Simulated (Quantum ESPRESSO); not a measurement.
# Planted mistakes on one cell of AlMg2S3F

The results below are calculated, not measured. They come from pw.x of Quantum ESPRESSO 7.5, a plane-wave density functional program, with PseudoDojo standard norm-conserving files (v0.5 for PBE, v0.4.1 for LDA and PBEsol). The cells are made up: elements, strain and atom displacements were drawn at random, and nothing was relaxed. There is no spin polarisation, spin-orbit coupling or dispersion term.

The cell has 8 sites of a zincblende or diamond lattice. Sites 1 to 4 hold empty Al Mg Mg; sites 5 to 8 hold S S S F. Cell vectors in Å: (5.465, 0.007, 0.017); (0.007, 5.533, 0.064); (0.017, 0.064, 5.354). Settings: PBE, cutoff 1143 eV, 4 x 4 x 4 k mesh shifted by half a step, Fermi-Dirac smearing of 0.025 eV.

The intended run has a self-consistency threshold of 1e-07 eV, a smearing term of 0.000 eV, a pressure of -2.17 GPa and 10 iterations. Each further run changes one thing: all lengths scaled by 0.9831; atoms of sites 2 and 5 exchanged; cutoff 751 eV; files of LDA; k mesh 2 x 2 x 2; one electron removed; smearing 0.57 eV; threshold 0.1 eV. A coarse mesh keeps the shift, and a charged cell sits in a uniform background.

```
run  change of free energy (eV)  smearing term -TS (eV)  change of P (GPa)  largest change of a force component (eV/Å)  iterations
  A                       0.012                   0.000               0.13                                       0.081           4
  B                       3.120                   0.000              -2.96                                       0.127          10
  C                      -0.046                   0.000               2.61                                       0.387          10
  D                       7.609                  -0.008               6.60                                       2.365          13
  E                       0.046                   0.000               0.10                                       0.033          10
  F                       3.329                   0.000             -22.59                                       0.029          10
  G                      -2.295                  -0.016              -7.88                                       0.511          12
  H                      -0.308                  -1.075               0.91                                       0.311          10
```

A rerun of the intended cell at 1437 eV and k mesh 6 x 6 x 6 moved values by no more than 0.002 eV in the cell's energy, 0.02 GPa in stress and 0.006 eV/Å in force.

Question: which change belongs to which run?

## Worked reading

Run A has the fewest iterations, as a run stopped early does. Run H has the largest smearing term, as wide smearing gives. Run F has a higher energy and the largest fall in pressure, as too small a basis gives. Run C changes the volume by a factor of 0.9502; minus its pressure change over the logarithm of that factor, 51 GPa, is a rough bulk modulus with clamped atoms. Energies from files of another functional, or of a charged cell, have another zero and say nothing on stability; the pressure of a charged cell rests on the program's zero of potential too.

## Key

```
run,change
A,threshold 0.1 eV
B,files of LDA
C,all lengths scaled by 0.9831
D,atoms of sites 2 and 5 exchanged
E,k mesh 2 x 2 x 2
F,cutoff 751 eV
G,one electron removed
H,smearing 0.57 eV
```